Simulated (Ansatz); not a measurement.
## Electric field gradients in C3N4

All numbers below come from DFT LDA, scalar-relativistic, plane waves, PAW in Ansatz. Plane waves to 420 eV; Γ-centred k mesh 6×6×6; fixed occupations. No spin polarisation.

Relaxed structure:
```xyz
7
Lattice="2.3625 1.3640 3.0697 -2.3625 1.3640 3.0697 0.0000 -2.7280 3.0697" Properties=species:S:1:pos:R:3 pbc="T T T"
C     0.0000    1.2896    3.0682
C     1.1168   -0.6448    3.0682
C    -1.1168   -0.6448    3.0682
N     1.1576    0.6683    3.0700
N     0.0000   -1.3367    3.0700
N     0.0000    0.0000    6.1279
N    -1.1576    0.6683    3.0700
```

The crystal is built of layers and no dispersion correction was added, so the binding between them is poorly described, and with it their spacing and whatever depends on it.

Problem. Give V_zz (10²¹ V/m²) and the asymmetry η at each distinct site.

Solution.
```tsv
atom	V_zz	η
C (atom 1)	-1.94	0.79
N (atom 4)	-10.86	0.02
N (atom 6)	-7.41	0.00
```

Whether C3N4 exists in this form wasn't checked.

Cost: 1 run of about 0.17 core-minutes, on Arm Neoverse V1 (shared hosts).